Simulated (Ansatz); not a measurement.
# SnCl$_{3}$: computed properties

Computed with Ansatz 0.2.0, DFT PBE, scalar-relativistic, plane waves, PAW.

Settings: cutoff 420 eV, Γ-centred mesh 10×10×10 on the computed 4-atom cell, Gaussian smearing of 0.10 eV; no spin polarisation.

The structure is relaxed at this level of theory with its symmetry kept, and needn't be the ground state of this composition.

```cif
data_structure
_symmetry_space_group_name_H-M 'Pm-3m'
_symmetry_Int_Tables_number 221
_cell_length_a 5.2213
_cell_length_b 5.2213
_cell_length_c 5.2213
_cell_angle_alpha 90.000
_cell_angle_beta 90.000
_cell_angle_gamma 90.000
_cell_volume 142.35
loop_
_atom_site_label
_atom_site_type_symbol
_atom_site_symmetry_multiplicity
_atom_site_Wyckoff_symbol
_atom_site_fract_x
_atom_site_fract_y
_atom_site_fract_z
_atom_site_occupancy
Sn1 Sn 1 b 0.50000 0.50000 0.50000 1
Cl1 Cl 3 c 0.00000 0.50000 0.50000 1
```

| Property | Result |
| --- | --- |
| Space group | Pm-3m (No. 221) |
| Volume per atom | 35.59 Å³ |
| Formation energy from the elements' standard states (uncorrected) | -0.883 eV/atom |
| Kohn–Sham band gap | none (metal) |
| Density of states at the Fermi level | 1.0 states/eV per cell |
| Orbital (Löwdin) character within 0.5 eV of the Fermi level | Cl 3p 50 %, Sn 5s 33 %, Sn 5p 9 % |
| Bulk modulus | 33 GPa |
| Its pressure derivative | 4.9 |
| Bader charge by site (e) | Sn (1 in the cell) 1.65, Cl (3 in the cell) -0.55 |

The cell was found from a structure generator's guess, not taken from experiment. Löwdin shares on free-atom orbitals overweight diffuse shells.
